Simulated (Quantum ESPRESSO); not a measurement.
# Ti2TaAlO8: finding a planted mistake in a log

A calculation, not a measurement. The program is pw.x of Quantum ESPRESSO 7.5 (plane-wave density functional theory). The cell is made up: 12 atoms on a rutile lattice, with randomly drawn elements, strain and displacements, not relaxed. PseudoDojo standard norm-conserving files (v0.5 for PBE, v0.4.1 for LDA and PBEsol) set the functional; there is no spin polarisation, spin-orbit coupling or dispersion term, and the masses in the input are unused placeholders.

Intended input:

```
&control calculation='scf', pseudo_dir='./dojo.nc.sr.pbe.v0_5.standard.upf', outdir='./o', disk_io='medium', tprnfor=.true., tstress=.true. /
&system ibrav=0, nat=12, ntyp=4, nbnd=50, ecutwfc=84.00895049, nosym=.true., tot_charge=0,
 occupations='smearing', smearing='fd', degauss=0.0018374661
/
&electrons conv_thr=7.350e-09, electron_maxstep=60, /
ATOMIC_SPECIES
Al 1.0 Al.upf
O 1.0 O.upf
Ta 1.0 Ta.upf
Ti 1.0 Ti.upf
CELL_PARAMETERS angstrom
4.726 0.0 0.0
0.0 4.726 0.0
0.0 0.0 6.0371
ATOMIC_POSITIONS angstrom
Ti -0.023 -0.0059 0.0254
Ta 2.3816 2.4227 1.5269
Ti 0.0092 0.0218 2.9914
Al 2.3701 2.3471 4.5485
O 1.4138 1.3909 0.0114
O 3.3154 3.2361 -0.0113
O 3.8356 0.8863 1.5086
O 0.9174 3.7703 1.5003
O 1.4196 1.4686 3.0697
O 3.3197 3.3251 3.0432
O 3.7773 0.8973 4.519
O 0.9111 3.8435 4.5062
K_POINTS automatic
5 5 4 1 1 1
```

The log is shortened where brackets say so; the opening notice, blank lines, dates and the lines on written files are dropped, and the path of the files is cut. It prints rydbergs, bohrs and kilobars, and counts compression as positive stress. Where no state is partly filled, the Fermi energy that it prints is only some level between the filled and the empty states on the mesh, and need not lie in the true gap.

Log of the intended run:

```
     Program PWSCF v.7.5
     Parallel version (MPI & OpenMP), running on       1 processor cores
     Number of MPI processes:                 1
     Threads/MPI process:                     1
     [start-up lines left out]
     bravais-lattice index     =            0
     lattice parameter (alat)  =       8.9308  a.u.
     unit-cell volume          =     909.9393 (a.u.)^3
     number of atoms/cell      =           12
     number of atomic types    =            4
     number of electrons       =        88.00
     number of Kohn-Sham states=           50
     kinetic-energy cutoff     =      84.0090  Ry
     charge density cutoff     =     336.0358  Ry
     scf convergence threshold =      7.3E-09
     mixing beta               =       0.7000
     number of iterations used =            8  plain     mixing
     Exchange-correlation= PBE
                           (   1   4   3   4   0   0   0)
     [axes and pseudopotential details left out]
   Cartesian axes
     site n.     atom                  positions (alat units)
         1        Ti     tau(   1) = (  -0.0048667  -0.0012484   0.0053745  )
         2        Ta     tau(   2) = (   0.5039357   0.5126322   0.3230851  )
         3        Ti     tau(   3) = (   0.0019467   0.0046128   0.6329666  )
         4        Al     tau(   4) = (   0.5015023   0.4966356   0.9624418  )
         5        O      tau(   5) = (   0.2991536   0.2943081   0.0024122  )
         6        O      tau(   6) = (   0.7015235   0.6847440  -0.0023910  )
         7        O      tau(   7) = (   0.8115954   0.1875370   0.3192129  )
         8        O      tau(   8) = (   0.1941176   0.7977782   0.3174566  )
         9        O      tau(   9) = (   0.3003809   0.3107490   0.6495345  )
        10        O      tau(  10) = (   0.7024333   0.7035760   0.6439272  )
        11        O      tau(  11) = (   0.7992594   0.1898646   0.9561997  )
        12        O      tau(  12) = (   0.1927846   0.8132670   0.9534913  )
     number of k points=    50  Fermi-Dirac smearing, width (Ry)=  0.0018
                       cart. coord. in units 2pi/alat
        k(    1) = (   0.1000000   0.1000000   0.0978533), wk =   0.0400000
        k(    2) = (   0.1000000   0.1000000   0.2935598), wk =   0.0400000
     [further k points left out]
     Dense  grid:    94579 G-vectors     FFT dimensions: (  54,  54,  72)
     Estimated max dynamical RAM per process >     156.57 MB
     Initial potential from superposition of free atoms
     starting charge      87.9934, renormalised to      88.0000
     Starting wfcs are   66 randomized atomic wfcs
     total cpu time spent up to now is       28.9 secs
     per-process dynamical memory:    94.2 Mb
     Self-consistent Calculation
     iteration #  1     ecut=    84.01 Ry     beta= 0.70
     Davidson diagonalization with overlap
     ethr =  1.00E-02,  avg # of iterations =  2.0
     total cpu time spent up to now is       88.3 secs
     total energy              =    -635.45849719 Ry
     estimated scf accuracy    <       5.07821119 Ry
     iteration #  2     ecut=    84.01 Ry     beta= 0.70
     Davidson diagonalization with overlap
     ethr =  5.77E-03,  avg # of iterations =  6.1
     total cpu time spent up to now is      188.5 secs
     total energy              =    -628.75405256 Ry
     estimated scf accuracy    <      64.99475638 Ry
     [iterations 3 to 15 left out]
     iteration # 16     ecut=    84.01 Ry     beta= 0.70
     Davidson diagonalization with overlap
     ethr =  9.33E-11,  avg # of iterations =  4.1
     total cpu time spent up to now is     1247.4 secs
     total energy              =    -638.15214970 Ry
     estimated scf accuracy    <       0.00000003 Ry
     iteration # 17     ecut=    84.01 Ry     beta= 0.70
     Davidson diagonalization with overlap
     ethr =  3.81E-11,  avg # of iterations =  4.1
     total cpu time spent up to now is     1313.2 secs
     End of self-consistent calculation
     [lines on levels left out]
     the Fermi energy is     9.4086 ev
!    total energy              =    -638.15214971 Ry
     estimated scf accuracy    <          2.5E-09 Ry
     smearing contrib. (-TS)   =      -0.00000000 Ry
     internal energy E=F+TS    =    -638.15214971 Ry
     The total energy is F=E-TS. E is the sum of the following terms:
     one-electron contribution =    -226.98205290 Ry
     hartree contribution      =     156.83903462 Ry
     xc contribution           =    -133.26473475 Ry
     ewald contribution        =    -434.74439668 Ry
     convergence has been achieved in  17 iterations
     Forces acting on atoms (cartesian axes, Ry/au):
     atom    1 type  4   force =     0.02118195    0.01892820   -0.12352696
     atom    2 type  3   force =    -0.01519636   -0.02728477    0.00930192
     atom    3 type  4   force =     0.01162305    0.00729689    0.12780025
     atom    4 type  1   force =    -0.00950077   -0.00916297   -0.00519049
     atom    5 type  2   force =     0.02895335    0.03359823    0.02035681
     atom    6 type  2   force =    -0.02502909   -0.01083525    0.00908275
     atom    7 type  2   force =    -0.02454743    0.02033069   -0.00105596
     atom    8 type  2   force =     0.00860532    0.00167293    0.00043395
     atom    9 type  2   force =     0.02746236    0.01531053   -0.02876790
     atom   10 type  2   force =    -0.03458601   -0.03974519   -0.02336269
     atom   11 type  2   force =     0.00481150    0.00169596    0.00638817
     atom   12 type  2   force =     0.00622211   -0.01180525    0.00854013
     Total force =     0.208825     Total SCF correction =     0.000134
     Computing stress (Cartesian axis) and pressure
          total   stress  (Ry/bohr**3)                   (kbar)     P=     -113.06
  -0.00070925  -0.00002873  -0.00002372         -104.33       -4.23       -3.49
  -0.00002873  -0.00066605  -0.00003691           -4.23      -97.98       -5.43
  -0.00002372  -0.00003691  -0.00093034           -3.49       -5.43     -136.86
     init_run     :     26.98s CPU     28.77s WALL (       1 calls)
     electrons    :   1237.19s CPU   1284.23s WALL (       1 calls)
     forces       :     14.59s CPU     14.83s WALL (       1 calls)
     stress       :     52.72s CPU     54.65s WALL (       1 calls)
     [timing details left out]
     PWSCF        :  22m11.94s CPU  23m 4.06s WALL
     JOB DONE.
```

A second run was made from an input with one planted mistake. Its log:

```
     Program PWSCF v.7.5
     Parallel version (MPI & OpenMP), running on       1 processor cores
     Number of MPI processes:                 1
     Threads/MPI process:                     1
     [start-up lines left out]
     bravais-lattice index     =            0
     lattice parameter (alat)  =       8.9308  a.u.
     unit-cell volume          =     909.9393 (a.u.)^3
     number of atoms/cell      =           12
     number of atomic types    =            4
     number of electrons       =        88.00
     number of Kohn-Sham states=           50
     kinetic-energy cutoff     =      58.0639  Ry
     charge density cutoff     =     232.2557  Ry
     scf convergence threshold =      7.3E-09
     mixing beta               =       0.7000
     number of iterations used =            8  plain     mixing
     Exchange-correlation= PBE
                           (   1   4   3   4   0   0   0)
     [axes and pseudopotential details left out]
   Cartesian axes
     site n.     atom                  positions (alat units)
         1        Ti     tau(   1) = (  -0.0048667  -0.0012484   0.0053745  )
         2        Ta     tau(   2) = (   0.5039357   0.5126322   0.3230851  )
         3        Ti     tau(   3) = (   0.0019467   0.0046128   0.6329666  )
         4        Al     tau(   4) = (   0.5015023   0.4966356   0.9624418  )
         5        O      tau(   5) = (   0.2991536   0.2943081   0.0024122  )
         6        O      tau(   6) = (   0.7015235   0.6847440  -0.0023910  )
         7        O      tau(   7) = (   0.8115954   0.1875370   0.3192129  )
         8        O      tau(   8) = (   0.1941176   0.7977782   0.3174566  )
         9        O      tau(   9) = (   0.3003809   0.3107490   0.6495345  )
        10        O      tau(  10) = (   0.7024333   0.7035760   0.6439272  )
        11        O      tau(  11) = (   0.7992594   0.1898646   0.9561997  )
        12        O      tau(  12) = (   0.1927846   0.8132670   0.9534913  )
     number of k points=    50  Fermi-Dirac smearing, width (Ry)=  0.0018
                       cart. coord. in units 2pi/alat
        k(    1) = (   0.1000000   0.1000000   0.0978533), wk =   0.0400000
        k(    2) = (   0.1000000   0.1000000   0.2935598), wk =   0.0400000
     [further k points left out]
     Dense  grid:    54447 G-vectors     FFT dimensions: (  45,  45,  60)
     Estimated max dynamical RAM per process >      93.96 MB
     Check: negative core charge=   -0.000050
     Initial potential from superposition of free atoms
     starting charge      87.9934, renormalised to      88.0000
     Starting wfcs are   66 randomized atomic wfcs
     total cpu time spent up to now is       18.8 secs
     per-process dynamical memory:    58.2 Mb
     Self-consistent Calculation
     iteration #  1     ecut=    58.06 Ry     beta= 0.70
     Davidson diagonalization with overlap
     ethr =  1.00E-02,  avg # of iterations =  2.0
     total cpu time spent up to now is       56.3 secs
     total energy              =    -635.41182817 Ry
     estimated scf accuracy    <       4.97343648 Ry
     iteration #  2     ecut=    58.06 Ry     beta= 0.70
     Davidson diagonalization with overlap
     ethr =  5.65E-03,  avg # of iterations =  6.1
     total cpu time spent up to now is      126.5 secs
     total energy              =    -628.82701078 Ry
     estimated scf accuracy    <      63.00426630 Ry
     [iterations 3 to 16 left out]
     iteration # 17     ecut=    58.06 Ry     beta= 0.70
     Davidson diagonalization with overlap
     ethr =  1.38E-10,  avg # of iterations =  2.0
     total cpu time spent up to now is      713.5 secs
     total energy              =    -638.03781741 Ry
     estimated scf accuracy    <          9.9E-09 Ry
     iteration # 18     ecut=    58.06 Ry     beta= 0.70
     Davidson diagonalization with overlap
     ethr =  1.12E-11,  avg # of iterations =  5.5
     total cpu time spent up to now is      750.2 secs
     End of self-consistent calculation
     [lines on levels left out]
     the Fermi energy is     9.4237 ev
!    total energy              =    -638.03781741 Ry
     estimated scf accuracy    <          3.0E-09 Ry
     smearing contrib. (-TS)   =      -0.00000000 Ry
     internal energy E=F+TS    =    -638.03781741 Ry
     The total energy is F=E-TS. E is the sum of the following terms:
     one-electron contribution =    -226.71906993 Ry
     hartree contribution      =     156.63576696 Ry
     xc contribution           =    -133.21011777 Ry
     ewald contribution        =    -434.74439668 Ry
     convergence has been achieved in  18 iterations
     Forces acting on atoms (cartesian axes, Ry/au):
     atom    1 type  4   force =     0.02158633    0.01928783   -0.12417085
     atom    2 type  3   force =    -0.01529008   -0.02717990    0.00938047
     atom    3 type  4   force =     0.01156089    0.00701223    0.12870856
     atom    4 type  1   force =    -0.00955976   -0.00913313   -0.00521234
     atom    5 type  2   force =     0.02795874    0.03271299    0.02026821
     atom    6 type  2   force =    -0.02453913   -0.00992380    0.00917793
     atom    7 type  2   force =    -0.02308705    0.01881271   -0.00089691
     atom    8 type  2   force =     0.00697913    0.00377194    0.00052168
     atom    9 type  2   force =     0.02661593    0.01411894   -0.02930351
     atom   10 type  2   force =    -0.03372853   -0.03910766   -0.02353005
     atom   11 type  2   force =     0.00707720   -0.00020173    0.00638786
     atom   12 type  2   force =     0.00442634   -0.01017041    0.00866895
     Total force =     0.208668     Total SCF correction =     0.000133
     Computing stress (Cartesian axis) and pressure
          total   stress  (Ry/bohr**3)                   (kbar)     P=     -241.02
  -0.00158098  -0.00003442  -0.00002276         -232.57       -5.06       -3.35
  -0.00003442  -0.00153848  -0.00003750           -5.06     -226.32       -5.52
  -0.00002276  -0.00003750  -0.00179584           -3.35       -5.52     -264.18
     init_run     :     17.51s CPU     18.67s WALL (       1 calls)
     electrons    :    696.99s CPU    731.40s WALL (       1 calls)
     forces       :      4.35s CPU      4.39s WALL (       1 calls)
     stress       :     17.61s CPU     17.72s WALL (       1 calls)
     [timing details left out]
     PWSCF        :  12m16.75s CPU  12m52.74s WALL
     JOB DONE.
```

Question: what was wrong in the second input?

Answer: the plane-wave cutoff is too low. The input lines that differ, file-writing options aside:

```
- &system ibrav=0, nat=12, ntyp=4, nbnd=50, ecutwfc=84.00895049, nosym=.true., tot_charge=0,
+ &system ibrav=0, nat=12, ntyp=4, nbnd=50, ecutwfc=58.06392904, nosym=.true., tot_charge=0,
```

```
                                            intended run  run with the mistake
                          free energy (eV)     -8682.502             -8680.947
                    smearing term -TS (eV)        0.0000                0.0000
                            pressure (GPa)        -11.31                -24.10
            largest force component (eV/Å)         3.286                 3.309
largest change of a force component (eV/Å)                               0.058
                                iterations            17                    18
```

For scale, a rerun of the intended cell at a cutoff of 1437 eV and k mesh 7 x 7 x 6 moved values by no more than 0.004 eV in energy, 0.04 GPa in stress and 0.002 eV/Å in force.